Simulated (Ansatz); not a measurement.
Relaxed-ion elastic tensor of ZnCdS2 in space group P-4m2 (No. 115; Zn on 1d, Cd on 1b, S on 2g) in GPa (Voigt order), LDA in the plane-wave PAW code Ansatz; density 4.77 g/cm³, 21.07 Å³ per atom.

```csv
,1,2,3,4,5,6
1,118,42.6,66.7,0.0,0.0,0.0
2,42.6,118,66.7,0.0,0.0,0.0
3,66.7,66.7,101,0.0,0.0,0.0
4,0.0,0.0,0.0,36.5,0.0,0.0
5,0.0,0.0,0.0,0.0,36.5,0.0
6,0.0,0.0,0.0,0.0,0.0,15.0
```

### Question
Is the crystal mechanically stable?

### Answer
Yes: the smallest eigenvalue of C is 15.0 GPa.

### Question
Work out the Voigt, Reuss and Hill averages.

### Answer
K_V = 76.4, K_R = 76.3, K_H = 76.4; G_V = 28.2, G_R = 23.6, G_H = 25.9 GPa.

### Question
Give Young's modulus, Poisson's ratio, Pugh's ratio and the universal anisotropy index.

### Answer
E = 9KG/(3K + G) = 69.9 GPa; ν = 0.35; K/G = 2.94 (ductile by the Pugh limit of 1.75); A_U = 5G_V/G_R + K_V/K_R − 6 = 0.98.

### Question
Estimate the sound speeds and the Debye temperature.

### Answer
v_l = √((K + 4G/3)/ρ) = 4820 m/s, v_t = √(G/ρ) = 2330 m/s, mean 2620 m/s; Θ = (h/k)(3n/4πV)^(1/3) v_m = 283 K.

### Question
Solve the Christoffel equation for the three sound speeds along x, y, z.

### Answer
Eigenvalues of C_ijkl n_j n_l equal ρv² (piezoelectric stiffening left out). In km/s, slowest first: x 1.77, 2.77, 4.97; y 1.77, 2.77, 4.97; z 2.77, 2.77, 4.60.

### Question
How much does each axis shrink under pressure?

### Answer
Linear compressibilities β_i = Σ_j S_ij (j = 1 to 3): x 4.7, y 4.7, z 3.7 per TPa.

The first step of the workflow began from a Materials Project structure, measured or hypothetical; the Crystallography Open Database copy checked does not list it. Whether it is the stable phase at ambient conditions was not checked. The LDA relaxation kept the symmetry of its start; of distortions, only those at the zone centre were tested.

Potentials: the later of the program's two PAW sets.
